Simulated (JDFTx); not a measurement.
System: Ir(111) (Fm-3m bulk; lattice of mp-101, not re-optimised at this level), 1x1 cell of 4 atoms in 4 planes, area 6.43 Å² a face, 6.7 Å between the outermost planes in a cell 22.7 Å high; k mesh 10×10×1, Fermi width 0.01 Ha, no spin polarisation.

Reference level: PBE, GBRV ultrasoft potentials, plane waves to 20/100 Ha, in a modified build of JDFTx. Unrelaxed; liquid: linear PCM (GLSSA13), water, 1 M KCl. The reference uses energyDiffThreshold 1e-8 (1e-7 at fixed potential) and fluid knormThreshold 1e-11; each other row changes one option in all its runs. Potentials refer to SHE, placed 4.44 V below the bulk liquid's zero by convention.

Options: reference; energyDiffThreshold 1e-5; energyDiffThreshold 1e-6; energyDiffThreshold 1e-10; fluid knormThreshold 1e-9; fluid knormThreshold 1e-10; fluid knormThreshold 1e-12.

**Question.** Which options move the work function or U_pzc by more than 0.02 from the reference?

**Answer.** energyDiffThreshold 1e-5; fluid knormThreshold 1e-9.

```
option                      F − F(reference), vacuum (meV/cell)  work function (eV)  U_pzc (V)
--------------------------  -----------------------------------  ------------------  ---------
reference                                                   0.0               5.498      0.827
energyDiffThreshold 1e-5                                    0.0               5.598      0.826
energyDiffThreshold 1e-6                                    0.0               5.510      0.827
energyDiffThreshold 1e-10                                   0.0               5.498      0.827
fluid knormThreshold 1e-9                                   0.0               5.498      0.805
fluid knormThreshold 1e-10                                  0.0               5.498          –
fluid knormThreshold 1e-12                                  0.0               5.498      0.827
```

A dash marks a run that didn't converge or wasn't made; the third decimal is shown to expose solver noise and isn't converged.
